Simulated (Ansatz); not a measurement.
ZrGeO in space group P4/nmm (No. 129; Zr on 2c, Ge on 2a, O on 2c) at seven volumes, PBE (plane waves, PAW; program Ansatz), shape and atoms relaxed at each. One row is withheld.

```csv
V (Å³/atom),P (GPa)
13.034,17.01
13.464,10.31
13.893,?
14.323,0.00
14.753,-3.87
15.182,-7.07
15.612,-9.61
```

Fit the shown pressures and predict the withheld one.

Third-order Birch–Murnaghan: P = (3/2)B₀(x^(7/2) − x^(5/2))[1 + (3/4)(B′ − 4)(x − 1)] with x = (V₀/V)^(2/3). Least squares on the six rows gives V₀ = 14.323 Å³/atom, B₀ = 140.7 GPa, B′ = 5.30. At V = 13.893, x = 1.0205 and P = 4.65 GPa. The run itself gave 4.69 GPa.

The start of the workflow was typed in or built on a structure type; neither database checked (COD, Materials Project) lists it. Whether it is the stable phase at ambient conditions was not checked. Symmetry was held in the PBE relaxation; whether a distortion lowers the energy is not shown. No spin polarisation was allowed.

Potentials: the earlier of the program's two PAW sets.
